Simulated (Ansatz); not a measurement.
**B, bcc: geometry optimisation**

Method: Ansatz 0.2.0, DFT, r2SCAN, plane waves (500 eV) with PAW, scalar-relativistic. The PAW files were generated under PBE, with cores re-solved for the functional.

k-point mesh 18×18×18, Fermi-Dirac smearing 0.1 eV, no spin polarisation. Cell and atoms relax.

Starting structure:

```yaml
crystal:
  lattice:
    - [-1.1789190289, 1.1789190289, 1.1789190289]
    - [1.1789190289, -1.1789190289, 1.1789190289]
    - [1.1789190289, 1.1789190289, -1.1789190289]
  atoms:
    - { symbol: B, position: [0.0, 0.0, 0.0] }
hamiltonian:
  xc: r2scan
  pseudopotentials:
    kind: paw
    azcp:
      B: "pseudopotentials/B.paw.azcp"
basis:
  ecutwfc: 500
  fft_grid_basis: typed
kpoints:
  mp_grid: { grid: [18, 18, 18], shift: [0, 0, 0] }
magnetization:
  spin_polarized: false
scf:
  occupations: { method: fermi_dirac, width: 0.1 }
relax:
  max_steps: 60
  f_tol: 0.01
  cell: {}
```

What cell does the relaxation end in?

Im-3m with a = 2.295 Å; 6.04 Å³ per atom against 6.55 at the start (-7.8 %).

How much energy does the relaxation gain?

27.7 meV per atom.
